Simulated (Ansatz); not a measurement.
## Phonon spectrum of TlGa3Si

All numbers below come from DFT PBE, scalar-relativistic, plane waves, PAW (Ansatz 0.2.0). Cutoff 420 eV, 8×8×4 k-points (Γ-centred), Gaussian smearing of 0.10 eV. No spin polarisation. Phonons by linear response, acoustic sum rule imposed.

The cell, relaxed at this level:
```
CELL_PARAMETERS angstrom
4.52250 0.00000 0.00000
0.00000 4.52250 0.00000
0.00000 0.00000 10.49990
ATOMIC_POSITIONS crystal
Tl 0.00000 0.50000 0.74768
Tl 0.50000 0.00000 0.25232
Ga 0.00000 0.50000 0.35887
Ga 0.50000 0.00000 0.64113
Ga 0.50000 0.50000 0.00000
Ga 0.00000 0.00000 0.00000
Ga 0.50000 0.50000 0.50000
Ga 0.00000 0.00000 0.50000
Si 0.00000 0.50000 0.12318
Si 0.50000 0.00000 0.87682
```

It was reached by relaxing an invented guess, and it needn't be the stable form of this composition. In a metal, frequencies and elastic constants depend on the k mesh and the smearing, soft modes and shear constants most. Spin–orbit coupling is left out, which matters for heavy elements.

Force constants from linear response on a 2×2×1 q mesh.

Q: Is the structure dynamically stable on the q mesh?

A: Yes, on this mesh: no mode is imaginary.

Q: Give the frequencies (cm⁻¹) at the zone-boundary points of high symmetry (interpolated where a point lies off the q mesh).

A:
| point | q | frequencies |
| --- | --- | --- |
| X | 0.000 0.500 0.000 | 36 36 38 38 43 43 54 54 69 69 72 72 76 76 101 101 119 119 136 136 144 144 164 164 222 222 224 224 312 312 |
| M | 0.500 0.500 0.000 | 36 36 37 37 43 43 59 59 76 76 80 80 89 89 107 107 121 121 139 139 150 150 182 182 212 212 228 228 316 316 |
| Z | 0.000 0.000 0.500 | 21 21 21 21 38 38 39 43 51 51 53 53 76 83 87 87 101 110 129 129 154 157 157 164 200 200 249 249 304 319 |
| R | 0.000 0.500 0.500 | 35 35 39 39 43 43 54 54 59 59 72 72 84 84 102 102 120 120 135 135 144 144 163 163 222 222 224 224 312 312 |
| A | 0.500 0.500 0.500 | 36 36 37 37 45 45 62 62 73 73 77 77 89 89 107 107 121 121 141 141 150 150 181 181 212 212 228 228 316 316 |
